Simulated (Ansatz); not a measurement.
**Structures of BiTe: which is lowest?**

Plane-wave DFT in Ansatz with scalar-relativistic PAW potentials, cutoff 420 eV, Γ-centred meshes chosen by cell and gap, Gaussian smearing with energies taken to zero width. Every cell was relaxed (cell and atoms) in a run of its own, within the symmetry of its start. Functional: PBE+D3(BJ).

Relaxed structures (starts from databases or built by putting these elements on another compound's sites):
A. R-3m, 2 atoms in the computed cell, a = 4.818 Å, c = 9.532 Å; sites (symmetry × multiplicity) Bi -3m × 3, Te -3m × 3; start: database
B. Fm-3m, 2 atoms in the computed cell, a = 6.405 Å; sites (symmetry × multiplicity) Bi m-3m × 4, Te m-3m × 4; start: database

Task: Rank them by energy. Could pressure change the order?

Result:
```csv
structure,group,E − E(lowest) (meV/atom),V (Å³/atom),gap on mesh (eV)
A,R-3m,0.0,31.94,0.00
B,Fm-3m,14.0,32.84,0.00
```

A is lowest, 14 meV/atom under B. The lowest is also the densest of these, so pressure wouldn't bring one of the others in at first order. Other structures may lie lower than all of these, and vibrations aren't counted.

Spin-orbit coupling is left out, which matters for the bands of heavy elements. For Tl, Pb and Bi spin-orbit coupling shifts energies too.